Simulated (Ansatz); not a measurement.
**Zn4SO3: relaxed-ion elastic tensor**

Theory: DFT PBE, scalar-relativistic, plane waves, PAW (Ansatz 0.2.0). Settings: 420 eV plane-wave cutoff, Γ-centred 10×10×4 mesh, Gaussian smearing of 0.01 eV. No spin polarisation.

Relaxed structure:
```xyz
8
Lattice="3.4600 0.0000 0.0000 0.0000 3.4600 0.0000 0.0000 0.0000 9.3436" Properties=species:S:1:pos:R:3 pbc="T T T"
Zn    1.7300    0.0000    6.1744
Zn    0.0000    1.7300    8.3005
Zn    1.7300    0.0000    1.0431
Zn    0.0000    1.7300    3.1692
S     1.7300    1.7300    4.6718
O     0.0000    0.0000    7.2528
O     1.7300    1.7300    0.0000
O     0.0000    0.0000    2.0909
```

The cell was found from a structure generator's guess, not taken from experiment.

(1) Give the relaxed-ion elastic constants (GPa, Voigt order xx yy zz yz xz xy, on the Cartesian axes of the cell above).

(2) Is the crystal stable against homogeneous strain?

(3) And the moduli of a polycrystal (Hill averages)?

Answers

(1)
C11 = 183.5, C12 = 61.6, C13 = 93.6, C22 = 183.5, C23 = 93.6, C33 = 117.8, C44 = 51.0, C55 = 51.0, C66 = 26.4 GPa; the others vanish.

(2) Yes: the least eigenvalue of the tensor is 26.4 GPa.

(3) B = 108 GPa, G = 37 GPa, E = 100 GPa, ν = 0.35.
